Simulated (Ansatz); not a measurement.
Rh (dhcp (α-La type), space group No. 194) at seven volumes, LDA in the plane-wave PAW code Ansatz, shape and atoms relaxed at each. One row is withheld.

| V (Å³/atom) | P (GPa) |
|---|---|
| 12.053 | 37.84 |
| 12.450 | 22.89 |
| 12.847 | 10.40 |
| 13.245 | -0.01 |
| 13.642 | -8.68 |
| 14.039 | ? |
| 14.437 | -21.88 |

Q: Fit the shown pressures and predict the withheld one.

A: P = (3/2)B₀(x^(7/2) − x^(5/2))[1 + (3/4)(B′ − 4)(x − 1)] with x = (V₀/V)^(2/3). Least squares on the six rows gives V₀ = 13.245 Å³/atom, B₀ = 316 GPa, B′ = 5.08. At V = 14.039, x = 0.9619 and P = -15.87 GPa. The run itself gave -15.90 GPa.

Space group P6_3/mmc (dhcp (α-La type)). The first step of the workflow began from a Materials Project structure, measured or hypothetical; the Crystallography Open Database copy checked does not list it. It is not the phase usual at ambient conditions (space group No. 225). The cell was relaxed with LDA under the symmetry of its start; whether a distortion lowers the energy is not shown. The run is not spin-polarised.

Potentials: the later of the program's two PAW sets.
